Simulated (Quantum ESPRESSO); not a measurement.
# Si6GaP: a curve over strain

Simulated, not a measurement. The program is pw.x of Quantum ESPRESSO 7.5 (plane-wave density functional theory). The cell is made up: 8 atoms on a zincblende/diamond lattice, with randomly drawn elements, strain and displacements, not relaxed. PseudoDojo standard norm-conserving files (v0.5 for PBE, v0.4.1 for LDA and PBEsol) set the functional; there is no spin polarisation, spin-orbit coupling or dispersion term, and the masses in the input are unused placeholders.

Seven runs add a strain to one cell (the same linear strain along x, y and z); the atoms follow the cell and are not relaxed. Stress in the table is positive in tension.

Input of the run at -0.0025:

```
&control calculation='scf', pseudo_dir='./dojo.nc.sr.pbe.v0_5.standard.upf', outdir='./o', disk_io='medium', tprnfor=.true., tstress=.true. /
&system ibrav=0, nat=8, ntyp=3, nbnd=31, ecutwfc=79.96652505, nosym=.true., tot_charge=0,
 occupations='smearing', smearing='fd', degauss=0.0073498644
/
&electrons conv_thr=7.350e-09, electron_maxstep=60, /
ATOMIC_SPECIES
Ga 1.0 Ga.upf
P 1.0 P.upf
Si 1.0 Si.upf
CELL_PARAMETERS angstrom
5.3282 0.0434 -0.0911
0.0434 5.3556 -0.0074
-0.0911 -0.0074 5.3321
ATOMIC_POSITIONS angstrom
Si 0.0319 -0.0588 -0.0167
Si -0.0143 2.6931 2.6507
Si 2.6076 0.0885 2.5732
Si 2.671 2.6829 -0.0657
Si 1.3084 1.3701 1.277
Ga 1.2711 4.0384 3.9921
Si 3.9157 1.3497 3.8978
P 3.9824 4.0406 1.2522
K_POINTS automatic
6 6 6 1 1 1
```

```
added strain  free energy less that of the input shown (eV)  stress xx (GPa)  stress yy (GPa)  stress zz (GPa)  stress xy (GPa)  pressure (GPa)  iterations
     -0.0224                                         0.6330           -15.57           -14.87           -15.68             2.94           15.37          10
     -0.0144                                         0.3302           -12.25           -11.58           -12.36             2.73           12.06          10
     -0.0074                                         0.1191            -9.60            -8.97            -9.71             2.56            9.43          10
     -0.0025                                         0.0000            -7.89            -7.27            -7.99             2.44            7.72          10
     +0.0025                                        -0.0993            -6.24            -5.64            -6.34             2.33            6.07          10
     +0.0073                                        -0.1735            -4.76            -4.18            -4.86             2.22            4.60          10
     +0.0139                                        -0.2443            -2.87            -2.32            -2.96             2.08            2.72          10
```

A cubic fit gives a slope of stress xx against the added strain of 329 GPa at zero added strain, with the atoms clamped. Across the table the free energy follows the integral of the stress to within 1.4 meV. A rerun of one of the cells at 1377 eV and a 8 x 8 x 8 mesh moved values by no more than 0.002 eV in energy, 0.02 GPa in stress and 0.003 eV/Å in force.